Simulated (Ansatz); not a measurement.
**How far is PAW off for Bi?**

```
CELL_PARAMETERS angstrom
2.28805 1.32101 3.98019
-2.28805 1.32101 3.98019
0.00000 -2.64202 3.98019
ATOMIC_POSITIONS crystal
Bi 0.23389 0.23389 0.23389
Bi 0.76611 0.76611 0.76611
```

Atom numbers follow the list: Bi1, Bi2.

Structure: COD 9009658, as refined from experiment and not relaxed. The listed cell was then made from it by scaling, straining or moving an atom.

No spin–orbit coupling, which matters for the heavy atoms here.

Levels of theory: DFT, LDA, PAW with Ansatz's default frozen-core files, scalar-relativistic (Ansatz 0.2.0); DFT, LDA, all-electron PAW with datasets made for the crystal, scalar-relativistic (Ansatz 0.2.0); DFT, LDA, all-electron LAPW, scalar-relativistic (Ansatz 0.2.0).

For PAW: a Γ-centred 11×11×11 k mesh, Fermi–Dirac smearing of 0.03 eV, cutoff 420 eV, no spin polarisation; the PAW files were made with PBE, and the program remakes their frozen cores for this functional. The crystal-made all-electron datasets (AE datasets) take a cutoff of 260 eV at this cell. LAPW targets a basis error of 0.25 meV/atom. The Ansatz runs share mesh, smearing and spin set-up. Plane-wave (PAW) pressures include the program's estimate of the Pulay term.

Stress and pressure are positive in compression.

The change that made this cell: volume scaled by 1.02.

No spin–orbit coupling: at heavy atoms the gradients can be off by tens of per cent for that reason.

In a metal, gradients converge slowly with the k mesh: the values move by tens of per cent from one mesh to another, at times in sign, so only the comparison on one mesh counts.

```json
{"quantity": "pressure (GPa)", "PAW": "-2.68", "AE datasets": "-2.66", "LAPW": "-2.66"}
{"quantity": "stress xx (GPa)", "PAW": "-2.78", "AE datasets": "-2.76", "LAPW": "-2.76"}
{"quantity": "stress zz (GPa)", "PAW": "-2.46", "AE datasets": "-2.44", "LAPW": "-2.44"}
{"quantity": "force on Bi1, z (eV/Å)", "PAW": "-0.047", "AE datasets": "-0.046", "LAPW": "-0.046"}
{"quantity": "field gradient Vzz at Bi1 (10²¹ V/m²)", "PAW": "-3.22", "AE datasets": "-3.19", "LAPW": "–"}
```

PAW's pressure differs from the LAPW value by -0.02 GPa.
